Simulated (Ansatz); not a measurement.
PbS (zinc blende, F-43m), PBEsol in the plane-wave PAW code Ansatz, all energies at zero smearing, with the estimated change up to a 700 eV cutoff added, with one set of potentials and settings (totals compare only within such a set). Cell of 2 atoms (1 S, 1 Pb): -12640.401 eV.

```csv
element,reference phase,E (eV/atom)
S,"Fddd, 32 atoms in the cell",-884.8920
Pb,"Fm-3m, 1 atoms in the cell",-11754.9486
```

Formation energy per atom, worked out: (-12640.401 − 1×(-884.8920) − 1×(-11754.9486))/2 = -0.280 eV/atom (-27 kJ per mol of atoms), at 0 K, without zero-point energy or fitted corrections.

The start of the workflow was typed in or built on a structure type; neither database checked (COD, Materials Project) lists it. It is not the phase usual at ambient conditions (space group No. 225). The cell was relaxed with PBEsol under the symmetry of its start. At this level the phase is mechanically unstable. The references are the lowest solids computed at this level, not always the standard phases. Spin–orbit coupling is left out wherever it is not named.

Potentials: the later of the program's two PAW sets.
